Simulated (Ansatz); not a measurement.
# ZrPbO3: comparing deformations

Theory: DFT r2SCAN, scalar-relativistic, plane waves, PAW in Ansatz 0.2.0. Cutoff 500 eV, Γ-centred 6×6×6 k-points, Gaussian smearing of 0.05 eV. Spin–orbit coupling is left out, which can shift energies with elements as heavy as these. No spin polarisation. Energies are free energies at this smearing, counted from the undisturbed cell; pressure is positive in compression.

The undisturbed cell (relaxed at this level; it needn't be the usual structure):

```
Zr Pb O
1.0
     4.15955    0.00000    0.00000
     0.00000    4.15955    0.00000
     0.00000    0.00000    4.15955
Zr Pb O
1 1 3
Cartesian
  0.0000 0.0000 0.0000
  2.0798 2.0798 2.0798
  2.0798 0.0000 0.0000
  0.0000 0.0000 2.0798
  0.0000 2.0798 0.0000
```

The cell is strained by ε times a Voigt pattern (xx, yy, zz, yz, xz, xy; engineering shear) with fractional coordinates fixed. τ = (1/V0) dE/dε comes from the stress tensor. Of each scan, only the three points used here are listed.

| pattern | ε | τ (GPa) |
| --- | --- | --- |
| (0, 0, 0, 1, 0, 0) | -0.0100 | -0.70 |
| (0, 0, 0, 1, 0, 0) | 0.0000 | 0.00 |
| (0, 0, 0, 1, 0, 0) | 0.0050 | 0.35 |
| (1, -1, 0, 0, 0, 0) | -0.0150 | -6.93 |
| (1, -1, 0, 0, 0, 0) | 0.0000 | 0.00 |
| (1, -1, 0, 0, 0, 0) | 0.0075 | 3.45 |

Q: Which constants do the scans give, and which deformation costs least for the same size of strain tensor?

A: The slope dτ/dε at zero (parabola through three points) is pᵀCp: (0, 0, 0, 1, 0, 0) gives C44 = 70 GPa; (1, -1, 0, 0, 0, 0) gives 2(C11 − C12) = 460 GPa. The size of the strain tensor, ε:ε, is ε² times 0.5, 2.0. Per unit of it the stiffnesses are 139, 230 GPa, so (0, 0, 0, 1, 0, 0) is the softest of these: at ε:ε = (1 %)² the quadratic term costs 0.63 meV/atom against 1.03 for the stiffest. These are clamped-ion values.

Q: How anisotropic is this cubic crystal?

A: Zener's ratio 2 C44/(C11 − C12) = 0.60 with clamped ions; it is 1 for an isotropic solid.

Symmetry holds off the tilts and polar distortions that many cubic perovskites undergo.

Cost: 17 runs of about 1.2 core-minutes in all, on AMD EPYC 9R45 (Zen 5) (shared hosts).